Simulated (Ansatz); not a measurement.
# What DFT gives for BaCdSbF

```
Ba Cd Sb F
1.0
     4.63532    0.00000    0.00000
     0.00000    4.63532    0.00000
     0.00000    0.00000    9.85938
Ba Cd Sb F
2 2 2 2
Direct
  0.25000 0.25000 0.35865
  0.75000 0.75000 0.64135
  0.25000 0.75000 0.00000
  0.75000 0.25000 0.00000
  0.25000 0.25000 0.81486
  0.75000 0.75000 0.18514
  0.25000 0.75000 0.50000
  0.75000 0.25000 0.50000
```

Single point in Ansatz 0.2.0 with r2SCAN, no spin polarisation. Cutoff 500 eV, PAW datasets, 6×6×4 Γ-centred k mesh, gaussian filling (width 0.0872 eV).

Question: Where is the largest force?

Answer: The largest is on Ba1 (and as large on other atoms): 0.16 eV/Å, components (0.00, 0.00, 0.16). It makes 59° with the line to a nearest neighbour, F7 at 2.70 Å.

Question: Give the Bader charges.

Answer: Bader charges in e: Ba +1.57, Cd +0.31, Sb -1.00, F -0.87. In the mean Ba gives up most and Sb takes most.

Question: What does the stress say?

Answer: The pressure is -0.8 GPa (compression positive), so with the atoms held at these fractions the cell would first shrink.

Question: Describe some of the short contacts.

Answer: Ba–F at 2.70 Å: least valence density 0.18 e/Å³ and ELF 0.07 there, a closed-shell (ionic or weak) contact. Cd–Sb at 2.95 Å: least valence density 0.26 e/Å³ and ELF 0.36 there. Cd–Cd at 3.28 Å: least valence density 0.12 e/Å³ and ELF 0.17 there. Both are smooth PAW fields, read partly inside the augmentation spheres.

Question: Is it stable against the elements?

Answer: -2.03 eV an atom against the elements' usual phases (free molecules for gases, crystals otherwise, with no correction for O₂ or N₂), so it is bound against them; other compounds may still compete. Relaxing would lower it.

Question: What is the band gap?

Answer: The gap is 0.57 eV, direct at the points sampled. A semilocal functional usually gives too small a gap.

Origin: a database entry at a rescaled volume. Caveats: no spin-orbit coupling, which can shift this gap by tenths of an eV.

Run time, from a saved density: 2.5 min on 1 thread of Arm Neoverse V1 (shared host), peak memory 1.2 GiB. The time holds forces, stress, Bader, DOS, bands, ELF.
